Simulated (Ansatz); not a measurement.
BiTe (space group P-3m1)

```
CELL_PARAMETERS angstrom
      4.42246     0.00000     0.00000
     -2.21123     3.82996     0.00000
      0.00000     0.00000    23.92936
ATOMIC_POSITIONS crystal
  Bi 0.33333 0.66667 0.29171
  Bi 0.66667 0.33333 0.70829
  Bi 0.00000 0.00000 0.87543
  Bi 0.00000 0.00000 0.12457
  Bi 0.66667 0.33333 0.46482
  Bi 0.33333 0.66667 0.53518
  Te 0.33333 0.66667 0.05323
  Te 0.66667 0.33333 0.94677
  Te 0.00000 0.00000 0.63610
  Te 0.00000 0.00000 0.36390
  Te 0.66667 0.33333 0.20869
  Te 0.33333 0.66667 0.79131
```

The volume is varied about the relaxed value V₀ at fixed cell shape. The atoms relax within the cell's symmetry.

These are PBE-D3(BJ) (plane waves to 420 eV, PAW, scalar-relativistic; Ansatz, a first-principles code) values and carry that method's errors. k mesh 7×7×2 (Γ-centred), Fermi-Dirac smearing 0.05 eV. E stands for the smeared free energy. Compression counts positive. With the shape held, the modulus is that of even scaling; a crystal free to change shape is softer. BiTe was relaxed with its symmetry unable to fall. Spin-orbit coupling is left out, though Bi and Te are heavy. ΔE is measured from the relaxed starting cell.

```
V (Å³/atom)  ΔE (meV/atom)
-----------  -------------
31.749                17.7
32.087                12.0
32.425                 7.5
32.763                 4.1
33.101                 1.8
33.438                 0.4
33.776                 0.0
34.114                 0.4
34.452                 1.6
34.789                 3.5
35.127                 6.1
35.465            withheld
35.803                13.0
```

Fit a third-order Birch-Murnaghan form (E₀, V₀, B₀, B₀′ free) to the given rows and predict ΔE at V = 35.465.

Least squares on the 12 given rows: ΔE = E₀ + (9V₀B₀/16)·y²·[2 + (B₀′ − 4)y], y = (V₀/V)^(2/3) − 1, with V₀ = 33.778 Å³/atom, B₀ = 39.82 GPa (160.2 GPa = 1 eV/Å³; the term in eV is multiplied by 1000), B₀′ = 6.60, E₀ = 0.01 meV/atom; root-mean-square residual 0.02 meV/atom. At 35.465 the fit gives 9.3 meV/atom; the calculation gives 9.2 meV/atom, so the interpolation is off by 0.1 (+1.1 %). For the pressure the fit gives -1.65 GPa against the computed -1.65 GPa.

(A scan under strain: stresses follow from slopes of the energy per volume, elastic moduli from its curvatures.)
